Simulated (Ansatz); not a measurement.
FeO (rock salt)

```xyz
2
Lattice="0.0000 2.1545 2.1545 2.1545 0.0000 2.1545 2.1545 2.1545 0.0000" Properties=species:S:1:pos:R:3 pbc="T T T"
O      0.0000     0.0000     0.0000
Fe     2.1545     2.1545     2.1545
```

E(V) scan at fixed shape, V₀ the volume above. Symmetry pins the atoms to their sites.

Method: PBE (plane waves to 420 eV, PAW, scalar-relativistic; Ansatz, a program for electronic structure). k mesh 19×19×19 (Γ-centred), Fermi-Dirac smearing 0.05 eV. E stands for the smeared free energy. Stress and pressure are positive under compression. FeO is run spin-polarised and with no Hubbard U; the real compound is an antiferromagnetic insulator, a state that this run doesn't describe. FeO was relaxed with its symmetry unable to fall. Relaxed FeO ends ferromagnetic. The magnetic order is the one the run started from; other orders were not tried. The zero of ΔE is the relaxed starting cell.

| V (Å³/cell) | moment (μB/cell) | P (GPa) | ΔE (meV/atom) |
|---|---|---|---|
| 18.00 | 3.97 | [?] | 70 |
| 18.50 | 3.99 | [?] | 37 |
| 19.00 | 4.00 | 10.7 | 16 |
| 19.50 | 4.00 | 5.0 | 4 |
| 20.00 | 4.00 | 0.0 | 0 |
| 20.50 | 4.00 | -4.3 | 3 |
| 21.00 | 4.00 | -8.1 | 13 |
| 21.50 | 4.00 | -11.3 | 28 |
| 22.00 | 4.00 | [?] | 48 |

Task: Fill in the missing entries.

Result: 
- 18.00, P (GPa): 24.2
- 18.50, P (GPa): 17.1
- 22.00, P (GPa): -14.2

(A scan under strain: stresses follow from slopes of the energy per volume, elastic moduli from its curvatures.)
